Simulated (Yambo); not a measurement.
```xyz
8
Lattice="7.7203 0.0000 0.0000 0.0000 3.8597 0.0000 0.0000 0.0000 3.8668" Properties=species:S:1:pos:R:3 pbc="T T T"
O      1.9301     1.9298     0.0400
O      5.7902     1.9298     3.8268
O      5.7902     0.0000     1.9204
O      1.9301     0.0000     1.9464
O      3.8601     0.0000     0.0000
O      0.0000     0.0000     0.0000
W      5.7902     0.0000     0.0417
W      1.9301     0.0000     3.8251
```

WO$_{3}$ (space group Pmma, No. 51): mean Im ε in 1 eV windows above the direct gap of 1.46 eV, for different electron-hole kernels (Yambo, broadening 0.15 eV, PBEsol (pw.x of Quantum ESPRESSO, ONCV potentials, scalar-relativistic) bands; 4×6×6 mesh, 16 valence and 6 conduction bands, static screening with 74 bands and a 3 Ry block, scissor 0.83 eV, Tamm-Dancoff; field along x).

```csv
window (eV),independent quasiparticles,RPA (no attraction),BSE
1.5 to 2.5,4.1,3.7,8.8
2.5 to 3.5,5.7,5.4,6.9
3.5 to 4.5,10,9.5,8.7
```

This run doesn't resolve bound excitons or single peaks, so only averages are given, and they too depend on the mesh; weight that the attraction moves below the gap isn't listed. All transitions below 4.80 eV are in the band window. The scissor comes from a G0W0 run whose convergence isn't established.

Without spin-orbit coupling, band edges of such heavy elements can be off by tenths of an eV.

Geometry of the Materials Project entry, not relaxed at this level.

The structure is a Materials Project entry; no match was found in the copy of COD used, and its stability was not checked.
